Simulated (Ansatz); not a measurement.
Nb (fcc (Cu type), Fm-3m) at seven volumes, r²SCAN in the plane-wave PAW code Ansatz, scaled uniformly. One row is withheld.

```csv
V (Å³/atom),P (GPa)
17.017,?
17.579,11.52
18.140,5.37
18.701,0.00
19.262,-4.71
19.823,-8.83
20.384,-12.44
```

Task: Fit the shown pressures and predict the withheld one.

Result: Third-order Birch–Murnaghan: P = (3/2)B₀(x^(7/2) − x^(5/2))[1 + (3/4)(B′ − 4)(x − 1)] with x = (V₀/V)^(2/3). Least squares on the six rows gives V₀ = 18.701 Å³/atom, B₀ = 167.5 GPa, B′ = 3.44. At V = 17.017, x = 1.0649 and P = 18.57 GPa. The run itself gave 18.59 GPa.

The workflow started from an entry of the Crystallography Open Database (COD), which files this formula under 2 space groups. It is not the phase usual at ambient conditions (space group No. 229). The r²SCAN relaxation kept the symmetry of its start. At this level the phase is mechanically unstable. No spin polarisation was allowed.

Potentials: the later of the program's two PAW sets.
